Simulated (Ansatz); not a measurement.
Relaxed TaAs (NbAs type, space group I4_1md):

```
TaAs
1.0
   -1.73153     1.73153     5.86650
    1.73153    -1.73153     5.86650
    1.73153     1.73153    -5.86650
Ta As
2 2
Direct
  0.99912   0.99912   0.00000
  0.74912   0.24912   0.50000
  0.41688   0.41688   0.00000
  0.16688   0.66688   0.50000
```

Level of theory: PBE (plane waves to 420 eV, PAW, scalar-relativistic; Ansatz, a quantum-chemistry and plane-wave program). k mesh 15×15×15 (Γ-centred), Fermi-Dirac smearing 0.05 eV. With partly filled bands, energies and forces of such displacements shift with the k mesh and the smearing. At this level the bands of TaAs touch or barely overlap. Spin-orbit coupling is left out, though Ta is heavy. TaAs is run without spin polarisation. TaAs was relaxed with its symmetry unable to fall.

One atom of the cell was then moved (with its periodic images), all else fixed, and the forces (eV/Å) came out as:

| atom | Fx | Fy | Fz |
|---|---|---|---|
| Ta1 | 0.784 | 0.000 | 0.235 |
| Ta2 | -8.327 | 0.000 | 5.280 |
| As3 | 0.529 | 0.000 | -0.229 |
| As4 | 7.014 | 0.000 | -5.286 |

Which atom was moved, and by which vector (Å)?

Ta2, by (0.79, 0.00, 0.00), 0.79 Å in all.

(A displaced cell: forces are minus the slopes of the energy, force constants its curvatures, and phonons follow from these.)
